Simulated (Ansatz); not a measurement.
AlN:
```
AlN
1.0
    3.10664     0.00000     0.00000
   -1.55332     2.69043     0.00000
    0.00000     0.00000     4.97863
Al N
2 2
Direct
  0.66667   0.33333   0.00341
  0.33333   0.66667   0.50341
  0.66667   0.33333   0.62179
  0.33333   0.66667   0.12179
```

Cartesian axes are those of the cell as given.

Task: Give the high-frequency dielectric tensor and the Born effective charge tensors of the independent atoms from DFPT, DFT-r²SCAN in the program Ansatz with PAW potentials.

Result: 
ε∞:
```
4.14  0.00  0.00
0.00  4.14  0.00
0.00  0.00  4.33
```
Z* of atom 1 (Al), rows: field, columns: displacement, in e:
```
2.53  0.00  0.00
0.00  2.53  0.00
0.00  0.00  2.68
```
Z* of atom 3 (N), rows: field, columns: displacement, in e:
```
-2.53   0.00   0.00
 0.00  -2.53   0.00
 0.00   0.00  -2.68
```

Static charges for comparison (Bader): Al1 +2.49, N3 -2.49 e. Born charges measure polarisation by displacement and can exceed these by far.

Space group P6_3mc (wurtzite). The cell was relaxed with r²SCAN under the symmetry of its start; phonons on a q-mesh show no instability.

Potentials: the later of the program's two PAW sets.
